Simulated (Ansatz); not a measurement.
How much do the gradients of Ca2Nb2O6F depend on the method?

Cell: an entry of the Crystallography Open Database (COD), ions relaxed with PBE at fixed cell.

Space group Fd-3m:1 (No. 227); a = 10.4205 Å.

```
site  Wyckoff  site symmetry       x       y       z
  Ca      16d           .-3m  0.1250  0.1250  0.6250
  Nb      16c           .-3m  0.6250  0.6250  0.1250
   O      48f           2.mm  0.2943  0.5000  0.0000
   F       8b           -43m  0.0000  0.0000  0.5000
```

One atom of each set is listed; the run and its k-mesh use a cell of 22 atoms with edges of 7.37, 7.37, 7.37 Å.

First run. The numbers come from a DFT calculation in Ansatz (PBE, plane waves and PAW, scalar-relativistic, 420 eV cutoff, Γ-centred 6×6×6 k-points, Fermi–Dirac smearing 0.05 eV).

```csv
site,V_zz (10²¹ V/m²),η
Ca,-0.87,0.00
Nb,8.96,0.00
O,-0.62,0.49
```

Second run. The same atoms and settings, except that the functional is r2SCAN and the cutoff is 500 eV.

(1) Given the first result, estimate the second.

Answers

(1) 

| site | V_zz | η | change of V_zz |
| --- | --- | --- | --- |
| Ca | -0.92 | 0.00 | -0.05 |
| Nb | 8.29 | 0.00 | -0.67 |
| O | -0.66 | 0.25 | -0.04 |

The largest change of V_zz is on Nb, from 8.96 to 8.29. In per cent, |V_zz| changes by -8 on Nb (all sites that start above 2). Where |V_zz| stays above 0.1, η moves most on O, from 0.49 to 0.25. Sites without a gradient aren't listed.

The run finds no gap above 0.1 eV (a metal, or nearly one), so the gradients can move by 10 % or more with the k-mesh. Without spin–orbit coupling (the program notes it for Nb) the gradients can shift somewhat, as the gap is small. Semilocal functionals can leave a metal where correlation in the d or f shell opens a gap in the real compound, and that would change the values at and beside Nb. The database positions were far from equilibrium, so the relaxed structure may not be the compound's real one.
